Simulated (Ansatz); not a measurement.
Ta$_{4}$GaSe$_{8}$:
```
CELL_PARAMETERS angstrom
      0.00000     5.22040     5.22040
      5.22040     0.00000     5.22040
      5.22040     5.22040     0.00000
ATOMIC_POSITIONS crystal
  Ta 0.69370 0.10210 0.10210
  Ta 0.10210 0.10210 0.10210
  Ta 0.10210 0.10210 0.69370
  Ta 0.10210 0.69370 0.10210
  Ga 0.50000 0.50000 0.50000
  Se 0.40550 0.86483 0.86483
  Se 0.86483 0.86483 0.86483
  Se 0.86483 0.86483 0.40550
  Se 0.86483 0.40550 0.86483
  Se 0.90435 0.36522 0.36522
  Se 0.36522 0.36522 0.36522
  Se 0.36522 0.36522 0.90435
  Se 0.36522 0.90435 0.36522
```

Relaxed with r²SCAN.

Task: Give the Bader charges and basin volumes of the independent atoms, plane-wave PAW r²SCAN (Ansatz code).

Result: 

```csv
atom,Bader charge (e),Bader volume (Å³)
Ta1,+1.51,14.4
Ga5,+1.08,15.0
Se6,-0.87,26.4
Se10,-0.92,26.6
```

Space group F-43m. The first step of the workflow began from a Materials Project structure, measured or hypothetical; the Crystallography Open Database files this formula in space group No. 216, but the cells were not matched. Whether it is the stable phase at ambient conditions was not checked. Symmetry was held in the r²SCAN relaxation; its stability against distortions is not shown here. The run is not spin-polarised. Spin–orbit coupling is left out wherever it is not named.

Potentials: the earlier of the program's two PAW sets.
